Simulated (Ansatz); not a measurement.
Notes on Cu2B

```
B Cu
1.0
     3.39717    0.00000    0.00000
     0.00000    3.39717    0.00000
     0.00000    0.00000    5.32894
B Cu
2 4
Direct
  0.00000 0.50000 0.70900
  0.50000 0.00000 0.29100
  0.00000 0.00000 0.00000
  0.50000 0.50000 0.00000
  0.00000 0.50000 0.30300
  0.50000 0.00000 0.69700
```

Single point in Ansatz 0.2.0 with PBE, no spin polarisation. Cutoff 420 eV, PAW datasets, 10×10×7 Γ-centred k mesh, fermi-dirac filling (width 0.0494 eV).

**Electronic structure.** It is a metal, with about 2.9 states/eV a cell as the mean within 0.25 eV of the Fermi level, mostly B p (50 %) and Cu d (29 %).
**Charges.** Bader charges in e: Cu +0.08 to +0.21, B -0.29. In the mean Cu gives up most and B takes most.
**Contacts.** B–Cu at 2.16 Å: least valence density 0.47 e/Å³ and ELF 0.50 there. Cu–Cu at 2.34 Å: least valence density 0.39 e/Å³ and ELF 0.21 there. These are pseudo-fields; inside the PAW spheres they differ from the all-electron ones.
**Formation energy.** 0.67 eV an atom against the elements' usual phases (free molecules for gases, crystals otherwise, with no correction for O₂ or N₂), so at this geometry it isn't bound against them. Relaxing would lower it.
**Stress.** The pressure is 7.9 GPa (compression positive), so with the atoms held at these fractions the cell would first expand; the forces are large, so a full relaxation may end otherwise. The principal stresses 6.1, 6.1, 11.5 GPa differ, so its shape would change too.
**Forces.** The largest is on Cu5 (and as large on other atoms): 3.41 eV/Å, components (0.00, 0.00, 3.41). It makes 0° with the line to a nearest neighbour, B1 at 2.16 Å, pointing towards it.

Origin: a known structure type with other elements, at an estimated volume, so it need not be a known compound. Caveats: atoms or cell far from equilibrium.
